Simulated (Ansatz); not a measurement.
Given:

SnTe:
```xyz
2
Lattice="0.0000 3.1879 3.1879 3.1879 0.0000 3.1879 3.1879 3.1879 0.0000" Properties=species:S:1:pos:R:3 pbc="T T T"
Sn     0.0000     0.0000     0.0000
Te     3.1879     3.1879     3.1879
```

This is the r²SCAN-relaxed structure.

**Question.** All from DFT-r²SCAN in the program Ansatz with PAW potentials, unless another level is named. Give the formation energy from the elements (no fitted shifts).

**Answer.** -0.26 eV/atom.

**Question.** And the weight of the conduction-edge state by species (Voronoi cells)?

**Answer.** Sn 63 %, Te 37 %.

**Question.** What about the weight of the valence-edge state by species (Voronoi cells)?

**Answer.** Te 59 %, Sn 41 %.

Space group Fm-3m (rock salt). The r²SCAN relaxation kept the symmetry of its start. At this level the phase is dynamically unstable (imaginary phonons). The references are the lowest solids computed at this level, not always the standard phases. Scalar-relativistic: spin–orbit coupling is off unless named, which matters more the heavier the elements.

Potentials: the earlier of the program's two PAW sets.
